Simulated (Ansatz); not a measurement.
Q: Ag (A15 (β-W type), space group No. 223) is relaxed with PBE in the plane-wave PAW code Ansatz. What lattice parameters of the conventional cell result?

A: a = 5.284 Å.

Space group Pm-3n (A15 (β-W type)). The start of the workflow was typed in or built on a structure type; neither database checked (COD, Materials Project) lists it. It is not the phase usual at ambient conditions (space group No. 225). Symmetry was held in the PBE relaxation; whether a distortion lowers the energy is not shown. The run is not spin-polarised.

Potentials: the earlier of the program's two PAW sets.
